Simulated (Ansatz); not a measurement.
This Zr2SF2 structure is the end of a relaxation. The cell was found from a structure generator's guess, not taken from experiment.

The calculation used DFT PBE, scalar-relativistic, plane waves, PAW (Ansatz). Cutoff 420 eV, Γ-centred mesh, Gaussian smearing, no spin polarisation.

```
CELL_PARAMETERS angstrom
1.86000 1.07387 7.00097
-1.86000 1.07387 7.00097
0.00000 -2.14775 7.00097
ATOMIC_POSITIONS crystal
Zr 0.97345 0.97345 0.97345
Zr 0.51410 0.51410 0.51410
S 0.37832 0.37832 0.37832
F 0.13998 0.13998 0.13998
F 0.61916 0.61916 0.61916
```

The zero of energy is the elements' standard structures at the same level (F₂ as a molecule); no fitted shifts are applied.

Question: What space group does it have?

Answer: R3m (No. 160). Conventional cell: a = 3.720 Å, c = 21.003 Å. Zr on its first site is surrounded by 3 F at 2.19 Å and 3 S at 2.62 Å; around Zr on its second site lie 4 F at 2.21–2.31 Å and 1 S at 2.85 Å; S has 3 Zr at 2.62 Å, 1 Zr at 2.85 Å and 6 F at 2.90–2.93 Å; around F on its first site lie 3 Zr at 2.31 Å and 3 S at 2.93 Å; 1 more site not described.

Question: How far does it lie from the elements in energy?

Answer: −1.98 eV/atom. It lies below the elements, which doesn't yet make it stable against other compounds or structures.

Question: Is it a metal?

Answer: Yes, bands cross the Fermi level on the 12×12×12 mesh.

Question: From what recipe could a structure generator have reached it?

Answer: One such recipe: ordered mixture with vacancies on the anion sites of fluorite (R3m, No. 160). Other recipes can lead to the same cell.

The last run used a 12×12×12 mesh for its 5-atom cell and Gaussian smearing of 0.10 eV. The reference form of S is held partly by dispersion forces, which this level lacks. Symmetry constrained the relaxation, so the result can be a saddle point.
